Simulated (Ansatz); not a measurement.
ZnCdS2:
```cif
data_CdS2Zn
_chemical_formula_sum 'Zn1 Cd1 S2'
_space_group_name_H-M_alt 'P-4m2'
_space_group_IT_number 115
_space_group_name_Hall 'P -4 -2'
_cell_length_a 3.92781
_cell_length_b 3.92781
_cell_length_c 5.65345
_cell_angle_alpha 90.000
_cell_angle_beta 90.000
_cell_angle_gamma 90.000
loop_
_atom_site_label
_atom_site_type_symbol
_atom_site_symmetry_multiplicity
_atom_site_Wyckoff_symbol
_atom_site_fract_x
_atom_site_fract_y
_atom_site_fract_z
_atom_site_occupancy
Zn1 Zn 1 d 0.00000 0.00000 0.50000 1
Cd1 Cd 1 b 0.50000 0.50000 0.00000 1
S1 S 2 g 0.50000 0.00000 0.27536 1
```

Relaxed with PBEsol. PBEsol in the plane-wave PAW code Ansatz gives a gap of 1.38 eV.

**Question.** What gap does HSE06 give on the same cell (Ansatz, PAW)?

**Answer.** 2.63 eV, 1.25 eV more. The hybrid was solved on a coarser mesh and at special points; its gap is the smallest among all of these.

```
k  v1 PBEsol  c1 PBEsol  v1 HSE06  c1 HSE06
-  ---------  ---------  --------  --------
Γ       0.00       1.38      0.00      2.63
Z      -0.91       3.80         …         …
M      -2.04       3.23         …         …
A      -2.49       5.36         …         …
R      -0.61       2.87     -0.63      4.16
X      -0.66       4.18         …         …
```

**Question.** Top valence (v1) and lowest conduction level (c1) in eV from each method's valence maximum (which need not be a listed point): supply the withheld HSE06 values.

**Answer.** 
- Z, v1 HSE06: -0.95
- Z, c1 HSE06: 5.02
- X, v1 HSE06: -0.69
- X, c1 HSE06: 5.55
- M, v1 HSE06: -2.13
- M, c1 HSE06: 4.33
- A, v1 HSE06: -2.66
- A, c1 HSE06: 6.53

Cost on shared cores: the PBEsol run (SCF on a 7×7×5 mesh, then bands and DOS) very roughly 70 core-seconds, the HSE06 run (SCF on 5×5×4, then a few points) around 4 core-minutes (rough); the tasks are unlike.

The workflow started from a Materials Project entry (that database holds measured and hypothetical structures alike); the Crystallography Open Database copy checked does not list it. Its standing as an ambient phase is unchecked. The PBEsol relaxation kept the symmetry of its start; of distortions, only those at the zone centre were tested. Scalar-relativistic: spin–orbit coupling is off unless named, which matters more the heavier the elements.

Potentials: the later of the program's two PAW sets.
